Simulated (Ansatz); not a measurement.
ScF$_{3}$:
```
ScF3
1.0
    4.03341     0.00000     0.00000
    0.00000     4.03341     0.00000
    0.00000     0.00000     4.03341
Sc F
1 3
Cartesian
  0.00000   0.00000   0.00000
  0.00000   0.00000   2.01671
  2.01671   0.00000   0.00000
  0.00000   2.01671   0.00000
```

Cartesian axes are those of the cell as given.

Problem. Give the high-frequency dielectric tensor and the Born effective charge tensors of the independent atoms from DFPT, the program Ansatz at the r²SCAN level (PAW).

Solution. 
ε∞:
```
2.12  0.00  0.00
0.00  2.12  0.00
0.00  0.00  2.12
```
Z* of atom 1 (Sc), rows: field, columns: displacement, in e:
```
3.90  0.00  0.00
0.00  3.90  0.00
0.00  0.00  3.90
```
Z* of atom 2 (F), rows: field, columns: displacement, in e:
```
-0.66   0.00   0.00
 0.00  -0.66   0.00
 0.00   0.00  -2.58
```

Static charges for comparison (Bader): Sc1 +2.29, F2 -0.76 e. Born charges measure polarisation by displacement and can exceed these by far.

Space group Pm-3m (ReO3 type). The workflow started from a Materials Project entry (that database holds measured and hypothetical structures alike); the Crystallography Open Database files this formula in space group No. 221, but the cells were not matched. Whether it is the stable phase at ambient conditions was not checked. Symmetry was held in the r²SCAN relaxation; phonons show weakly imaginary modes. The run is not spin-polarised.

Potentials: the earlier of the program's two PAW sets.
